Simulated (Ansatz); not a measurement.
All numbers below come from DFT PBE, scalar-relativistic, plane waves, PAW, and for the lanthanide a 4f-in-core norm-conserving potential (Ansatz 0.2.0). Cutoff 770 eV, Γ-centred meshes of about 0.25 Å⁻¹ or finer for metals and 0.3 Å⁻¹ for insulators (2π included), Gaussian smearing. No spin polarisation.

All energies are static (0 K, no zero-point motion).

Two relaxed structures of Ba4Er:

A.

```yaml
crystal:
  lattice:
    - [8.67998, 0.00000, 0.00000]
    - [0.00000, 8.67998, 0.00000]
    - [0.00000, 0.00000, 4.07418]
  atoms:
    - { symbol: Ba, position: [0.75902, 0.75902, 0.00000] }
    - { symbol: Ba, position: [0.24098, 0.24098, 0.00000] }
    - { symbol: Ba, position: [0.24098, 0.75902, 0.00000] }
    - { symbol: Ba, position: [0.75902, 0.24098, 0.00000] }
    - { symbol: Er, position: [0.50000, 0.50000, 0.50000] }
```

B.

```yaml
crystal:
  lattice:
    - [6.75167, 0.00000, 0.00000]
    - [0.00000, 6.75167, 0.00000]
    - [0.00000, 0.00000, 6.75167]
  atoms:
    - { symbol: Ba, position: [0.00000, 0.50000, 0.50000] }
    - { symbol: Ba, position: [0.50000, 0.00000, 0.50000] }
    - { symbol: Ba, position: [0.50000, 0.50000, 0.00000] }
    - { symbol: Ba, position: [0.00000, 0.00000, 0.00000] }
    - { symbol: Er, position: [0.50000, 0.50000, 0.50000] }
```

**Question.** Which is lower in energy, and by how much?

**Answer.** A is lower, by 35 meV/atom. A has space group P4/mmm (No. 123), 61.4 Å³/atom and no gap on its mesh; B has space group Pm-3m (No. 221), 61.6 Å³/atom and no gap. Counting all near atoms (those within 1.25 times the shortest distance at each site; a plus sign parts nearer from farther groups; a slash parts the counts of unlike sites), A has Ba 8, Er 10 and B has Ba 2/12+8, Er 6. Even the lower one lies +0.42 eV/atom against the reference forms of the elements (uncorrected), so neither is stable at this level. Both come from trial cells of a structure search, whose lowest cell (I4/m, 54.0 Å³/atom) lies 263 meV/atom below the lower of the two.

Cells relaxed within their symmetry can be saddle points. Some structure types and database cells were kept out of the candidates from the start, so a known form may be missing.

The lanthanide is trivalent by construction, without f bands, f moments or other valences.
